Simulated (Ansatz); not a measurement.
The cell is GaB3As4 as one 8-atom ordering (P-43m) on the zincblende lattice; cell and atoms were relaxed with r2SCAN. It is cubic, P-43m (No. 215); a = 5.021 Å in the conventional setting, 15.82 Å³ an atom. B has 4 As at 2.13 Å; As has 3 B at 2.13 Å and 1 Ga at 2.31 Å; Ga has 4 As at 2.31 Å.

```cif
data_structure
_symmetry_space_group_name_H-M 'P-43m'
_symmetry_Int_Tables_number 215
_cell_length_a 5.0210
_cell_length_b 5.0210
_cell_length_c 5.0210
_cell_angle_alpha 90.000
_cell_angle_beta 90.000
_cell_angle_gamma 90.000
_cell_volume 126.58
loop_
_atom_site_label
_atom_site_type_symbol
_atom_site_symmetry_multiplicity
_atom_site_Wyckoff_symbol
_atom_site_fract_x
_atom_site_fract_y
_atom_site_fract_z
_atom_site_occupancy
B1 B 3 d 0.50000 0.00000 0.00000 1
As1 As 4 e 0.76568 0.23432 0.23432 1
Ga1 Ga 1 b 0.50000 0.50000 0.50000 1
```

3 runs of the plane-wave code Ansatz on this cell differ in the functional (and in the settings that go with it). Levels are in eV from each run's valence top; v1 is the last filled band, c1 the first empty one.

Run A, mean stress +2.3 GPa (compression positive):
```tsv
point	v4	v3	v2	v1	c1	c2
Γ	-3.84	0.00	0.00	0.00	0.53	1.02
X	-3.06	-3.06	-1.98	-1.98	1.18	1.60
M	-2.78	-2.08	-1.44	-1.44	2.47	2.47
R	-2.07	-1.06	-1.06	-1.06	1.43	1.43
```

Run B, mean stress -0.5 GPa (compression positive):
```tsv
point	v4	v3	v2	v1	c1	c2
Γ	-4.20	0.00	0.00	0.00	1.16	1.67
X	-3.30	-3.30	-2.15	-2.15	1.86	2.24
M	-3.00	-2.24	-1.57	-1.57	3.31	3.31
R	-2.23	-1.18	-1.18	-1.18	2.20	2.20
```

Run C, mean stress -0.6 GPa (compression positive):
```tsv
point	v4	v3	v2	v1	c1	c2
Γ	-4.25	0.00	0.00	0.00	1.82	2.33
X	-3.35	-3.35	-2.19	-2.19	2.52	2.89
M	-3.04	-2.28	-1.61	-1.61	3.98	3.98
R	-2.26	-1.21	-1.21	-1.21	2.85	2.85
```

Q: Match the runs to PBE, HSE06, PBE0.

A: A is PBE, B is HSE06, C is PBE0. In order of the gap: PBE 0.53, HSE06 1.16, PBE0 1.82 eV.

All values are calculated for a non-magnetic cell, which may be hypothetical.

The runs are scalar-relativistic, without spin-orbit coupling.

The stress of a hybrid is loosely converged in these runs.

The meshes of the hybrids are coarse, so their gaps aren't converged to the digits shown.
